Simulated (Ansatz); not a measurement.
Ansatz (a first-principles code) input:

Ansatz 0.2 input:
```yaml
crystal:
  lattice:
    - [3.1465798379, 0.0, 0.0]
    - [-1.573289919, 2.7250180747, 0.0]
    - [0.0, 0.0, 5.0380177788]
  atoms:
    - { symbol: Mg, position: [0.3333333333, 0.6666666667, 0.25] }
    - { symbol: Mg, position: [0.6666666667, 0.3333333333, 0.75] }
kpoints:
  mp_grid: { grid: [31, 31, 17] }
hamiltonian:
  xc: lda
  pseudopotentials: { azcp: { folder: ./paw }, kind: paw }
scf:
  occupations: { method: fermi_dirac, width: 0.1 }
elastic: { mode: relaxed_ion, stencil: two_point, amplitude: 0.005, f_tol: 0.0005 }
```

Output (shortened):

```
Pseudopotential: Mg, paw, valence charge 10
Functional definition: SPW92
Crystal: 2 atoms, lattice volume = 43.198 Å³
Basis set: ecut = 420 eV, 845 PW (Γ)
Bands: 14, of which v1, the nominal top of the filled ones, is band 10 counted from 1 (9 counted from 0)
Symmetry: 24 space group operations
Space group: P63/mmc (ITA 194), of the structure as read, at distance tolerance 3.5e-5 Å
k-points: 864 of 16337
SCF 1 converged in 7 iterations: F = -3803.220334 eV  dr2 = 7.26e-15
Crystal: 2 atoms, lattice volume = 42.982 Å³
Basis set: ecut = 420 eV, 837 PW (Γ)
Symmetry: 8 space group operations
k-points: 2304 of 16337
SCF 2 converged in 7 iterations: F = -3803.220301 eV  dr2 = 3.31e-15
relax step   1: F+E_penalty+E_count = -3803.22030087 eV  Δ(F+E_penalty+E_count) = +0.000e0 eV  max|allowed force component| = 4.485e-3 eV/Å  Δτ_max = 0.0000 Å  (7 SCF iters, accepted)
Crystal: 2 atoms, lattice volume = 42.982 Å³
SCF 3 converged in 5 iterations: F = -3803.220313 eV  dr2 = 4.07e-14
relax step   2: F+E_penalty+E_count = -3803.22031289 eV  Δ(F+E_penalty+E_count) = -1.202e-5 eV  max|allowed force component| = 1.070e-3 eV/Å  Δτ_max = 0.0022 Å  (5 SCF iters, accepted)
Crystal: 2 atoms, lattice volume = 42.982 Å³
SCF 4 converged in 5 iterations: F = -3803.220314 eV  dr2 = 4.54e-15
relax step   3: F+E_penalty+E_count = -3803.22031361 eV  Δ(F+E_penalty+E_count) = -7.205e-7 eV  max|allowed force component| = 1.788e-5 eV/Å  Δτ_max = 0.0007 Å  (5 SCF iters, accepted)
Crystal: 2 atoms, lattice volume = 42.982 Å³
SCF 5 converged in 2 iterations: F = -3803.220314 eV  dr2 = 6.77e-16
Crystal: 2 atoms, lattice volume = 43.414 Å³
SCF 6 converged in 7 iterations: F = -3803.219891 eV  dr2 = 3.01e-15
relax step   1: F+E_penalty+E_count = -3803.21989134 eV  Δ(F+E_penalty+E_count) = +0.000e0 eV  max|allowed force component| = 4.423e-3 eV/Å  Δτ_max = 0.0000 Å  (7 SCF iters, accepted)
Crystal: 2 atoms, lattice volume = 43.414 Å³
SCF 7 converged in 5 iterations: F = -3803.219904 eV  dr2 = 7.59e-14
relax step   2: F+E_penalty+E_count = -3803.21990384 eV  Δ(F+E_penalty+E_count) = -1.250e-5 eV  max|allowed force component| = 7.731e-5 eV/Å  Δτ_max = 0.0028 Å  (5 SCF iters, accepted)
Crystal: 2 atoms, lattice volume = 43.414 Å³
SCF 8 converged in 2 iterations: F = -3803.219904 eV  dr2 = 1.19e-14
Crystal: 2 atoms, lattice volume = 42.982 Å³
SCF 9 converged in 6 iterations: F = -3803.219373 eV  dr2 = 5.63e-15
Crystal: 2 atoms, lattice volume = 43.414 Å³
SCF 10 converged in 4 iterations: F = -3803.220785 eV  dr2 = 5.84e-15
Crystal: 2 atoms, lattice volume = 43.198 Å³
Basis set: ecut = 420 eV, 843 PW (Γ)
Symmetry: 4 space group operations
k-points: 4224 of 16337
SCF 11 converged in 8 iterations: F = -3803.220266 eV  dr2 = 4.25e-14
relax step   1: F+E_penalty+E_count = -3803.22026577 eV  Δ(F+E_penalty+E_count) = +0.000e0 eV  max|allowed force component| = 1.242e-4 eV/Å  Δτ_max = 0.0000 Å  (8 SCF iters, accepted)
Crystal: 2 atoms, lattice volume = 43.198 Å³
SCF 12 converged in 2 iterations: F = -3803.220266 eV  dr2 = 1.04e-14
Crystal: 2 atoms, lattice volume = 43.198 Å³
SCF 13 converged in 8 iterations: F = -3803.220266 eV  dr2 = 4.11e-14
relax step   1: F+E_penalty+E_count = -3803.22026577 eV  Δ(F+E_penalty+E_count) = +0.000e0 eV  max|allowed force component| = 1.242e-4 eV/Å  Δτ_max = 0.0000 Å  (8 SCF iters, accepted)
Crystal: 2 atoms, lattice volume = 43.198 Å³
SCF 14 converged in 2 iterations: F = -3803.220266 eV  dr2 = 9.97e-15
SCF converged after 7 iterations
Free energy (F): -3803.220334 eV
Harris-Foulkes:  -3803.220334 eV  (|F-HF|=2.73e-12)
Internal energy: -3803.194119 eV  (E = F + TS)
E sigma→0 (E₀):  -3803.207227 eV
Entropy (-TS):   -0.026215 eV (-13.108 meV/atom)
Fermi energy:    5.933501 eV
--- Per-component energies (eV) ---
  E_band       = -706.022507
  E_kinetic    = 139.877505
  E_local      = -3378.927407  (includes V_loc(G=0)·N_el)
  E_nonlocal   = 392.082249
  E_hartree    = 1148.729895
  E_xc         = -52.024548
  E_vxc        = -67.583877  (∫ρ·V_xc dr)
  E_paw        = -559.975523  (= ΣΔE_a)
  E_vpaw       = -88.930505  (= ΣTr[D̂ρ^β])
  E_aug_tail   = -0.000266  (compensation charges beyond the density's cutoff)
  E_ewald      = -1493.256985
  E_core_change = 0.300959  (= ΣΔE_core)
  E_smearing   = -0.026215  (= −TS)
  E_closure    = 0.000000  (closes the sum)
  Σ components = -3803.220334   (vs F -3803.220334, Δ=0.00e0)
--- Forces (eV/Å), atoms counted from 1 ---
  atom   1  Mg     0.00000000     0.00000000     0.00000000
  atom   2  Mg     0.00000000     0.00000000     0.00000000
  max |Σ_I F_I| component: 1.39e-17 eV/Å
--- Stress (GPa, compression-positive) ---
       -0.154716       0.000000       0.000000
        0.000000      -0.154716       0.000000
        0.000000       0.000000       0.520362
  P = ⅓ Tr σ = 0.0703 GPa (0.703 kbar)
--- Band table (eV; the first three rows and the last of 864) ---
  k-point 0: bands = ["-69.3330", "-69.3284", "-36.7819", "-36.7454", "-36.7454", "-36.7386", "-36.7386", "-36.7382", "-1.2584", "4.2560", "4.7829", "17.0097", "17.0097", "17.1426"]
  k-point 1: bands = ["-69.3330", "-69.3285", "-36.7816", "-36.7453", "-36.7453", "-36.7386", "-36.7386", "-36.7386", "-1.2378", "3.8266", "5.2472", "17.0256", "17.0256", "17.1560"]
  k-point 2: bands = ["-69.3329", "-69.3286", "-36.7805", "-36.7451", "-36.7451", "-36.7397", "-36.7388", "-36.7388", "-1.1759", "3.2445", "5.9340", "17.0732", "17.0732", "17.1957"]
  k-point 863: bands = ["-69.3279", "-69.3279", "-36.7723", "-36.7723", "-36.7628", "-36.7616", "-36.7463", "-36.7462", "5.8979", "6.0393", "6.5279", "6.7659", "7.5701", "7.6285"]
--- Elastic constants: 3 strain directions × 2 members + reference (group order 24) ---
  dense FFT box of the reference and of every strained cell: 24×24×36
  strains applied: 11, 33, 23; error gains …
  C = ∂σ_k/∂η_j (tension-positive GPa; Voigt order 11 22 33 23 13 12):
        66.843     27.866     23.135      0.000      0.000      0.000
        27.866     66.843     23.135      0.000      0.000      0.000
        23.830     23.830     75.720      0.000      0.000      0.000
         0.000      0.000      0.000     20.213      0.000      0.000
         0.000      0.000      0.000      0.000     20.213      0.000
         0.000      0.000      0.000      0.000      0.000     19.489
  reference stress σ⁰ (GPa):      0.155      0.155     -0.520      0.000      0.000      0.000
  moduli (Voigt/Reuss/Hill, GPa): K = 39.90/39.87/39.88   G = 20.95/20.75/20.85   E = 53.27   ν = 0.277
  mechanically stable: yes (min eigenvalue of sym C = 19.49 GPa)
  strain η (Voigt 11):  stress-route row diagonal C_11 = 66.84 GPa, energy-path curvature d²(F+E_count+ΔE)/dδ²/Ω₀ = 66.87 GPa
         δ    σ_11 (GPa)             F (eV)   n_scf  n_hpsi   n_pw
    -5.000e-3      -0.1879       -3803.2203136       2  337743    856   relax 3 steps, max|allowed force component| 1.79e-5 eV/Å
     5.000e-3       0.4805       -3803.2199038       2  340768    863   relax 2 steps, max|allowed force component| 7.73e-5 eV/Å
  strain η (Voigt 33):  stress-route row diagonal C_33 = 75.72 GPa, energy-path curvature d²(F+E_count+ΔE)/dδ²/Ω₀ = 75.70 GPa
         δ    σ_33 (GPa)             F (eV)   n_scf  n_hpsi   n_pw
    -5.000e-3      -0.9082       -3803.2193734       6  205047    860   relax 0 steps, max|allowed force component| 2.54e-17 eV/Å
     5.000e-3      -0.1510       -3803.2207848       4  165369    863   relax 0 steps, max|allowed force component| 5.32e-17 eV/Å
  strain η (Voigt 23):  stress-route row diagonal C_44 = 20.21 GPa, energy-path curvature d²(F+E_count+ΔE)/dδ²/Ω₀ = 20.30 GPa
         δ    σ_23 (GPa)             F (eV)   n_scf  n_hpsi   n_pw
    -5.000e-3      -0.1011       -3803.2202658       2  611412    860   relax 1 steps, max|allowed force component| 1.24e-4 eV/Å
     5.000e-3       0.1011       -3803.2202658       2  611391    860   relax 1 steps, max|allowed force component| 1.24e-4 eV/Å
```

Cost: about 7 core-minutes (a rough figure) on shared cores.

Space group P6_3/mmc (hcp (Mg type)). The LDA relaxation kept the symmetry of its start; of distortions, only those at the zone centre were tested. As this level gives no gap, shear constants depend on the k-mesh and smearing (Fermi–Dirac, 0.1 eV here). Axis ratios of metals converge slowly with the k-mesh, so a and c are less sure than the volume. On the denser mesh and wider smearing of the elastic run this cell carries a stress of 0.5 GPa.

Potentials: the earlier of the program's two PAW sets.

Ansatz is a plane-wave DFT program.
